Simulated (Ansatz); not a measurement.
Relaxed-ion elastic tensor of Ca (bcc (W type), space group No. 229) in GPa (Voigt order), PBEsol (plane waves, PAW; program Ansatz); density 1.65 g/cm³, 40.36 Å³ per atom.

|  | 1 | 2 | 3 | 4 | 5 | 6 |
|---|---|---|---|---|---|---|
| 1 | 17.9 | 17.4 | 17.4 | 0.0 | 0.0 | 0.0 |
| 2 | 17.4 | 17.9 | 17.4 | 0.0 | 0.0 | 0.0 |
| 3 | 17.4 | 17.4 | 17.9 | 0.0 | 0.0 | 0.0 |
| 4 | 0.0 | 0.0 | 0.0 | 15.6 | 0.0 | 0.0 |
| 5 | 0.0 | 0.0 | 0.0 | 0.0 | 15.6 | 0.0 |
| 6 | 0.0 | 0.0 | 0.0 | 0.0 | 0.0 | 15.6 |

Task: Is the crystal mechanically stable?

Result: Yes: the smallest eigenvalue of C is 0.5 GPa.

Task: Work out the Voigt and Reuss bounds. Is their mean of use?

Result: K_V = 17.5, K_R = 17.5; G_V = 9.4, G_R = 0.6 GPa. The bounds lie so far apart that a Hill average or a Debye temperature from it would say little.

Space group Im-3m (bcc (W type)). This is a known high-temperature phase of the composition, computed here at zero pressure and temperature. Symmetry was held in the PBEsol relaxation; its stability against distortions is not shown here. As this level gives no gap, shear constants depend on the k-mesh and smearing (Fermi–Dirac, 0.1 eV here).

Potentials: the later of the program's two PAW sets.
